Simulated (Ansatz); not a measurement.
GaN:
```xyz
2
Lattice="0.0000 2.1086 2.1086 2.1086 0.0000 2.1086 2.1086 2.1086 0.0000" Properties=species:S:1:pos:R:3 pbc="T T T"
Ga     0.0000     0.0000     0.0000
N      2.1086     2.1086     2.1086
```

Relaxed with r²SCAN.

Q: Map the valence electron density (e/Å³), cut off at 3 on the plane through (0.000, 0.000, 0.000) spanned by u = [1, 0, 0] and v = [0, 1, -1] in lattice vectors, from plane-wave PAW r²SCAN (Ansatz code).

A: x is the fraction of u, y of v (the angle between them is 90°; rows are the nearest grid lines); atoms in the plane: Ga at (0.00, 0.00), N at (0.50, 0.50).
```
|99982000000028999|
|99961000000016999|
|99931000000013999|
|86311011111011368|
|21111122222111112|
|00001245654210000|
|00012469996421000|
|00012599999521000|
|00012699999621000|
|00012599999521000|
|00012469996421000|
|00001245654210000|
|21111122222111112|
|86311011111011368|
|99931000000013999|
|99961000000016999|
|99982000000028999|
```
Scale: ten equal steps from 0.179 (start of '0') to 3.00 (end of '9'), in the order '0123456789'; x runs from 0.000 to 1.00, y from 0.000 (bottom) to 1.00 (top).

The density is the valence pseudo-density with augmentation charge, so density and ELF within about 1 Å of a nucleus are not all-electron values.

Space group Fm-3m (rock salt). This is a known high-pressure phase of the composition, computed here at zero pressure and temperature. The r²SCAN relaxation kept the symmetry of its start; phonons on a q-mesh show no instability.

Potentials: the earlier of the program's two PAW sets.
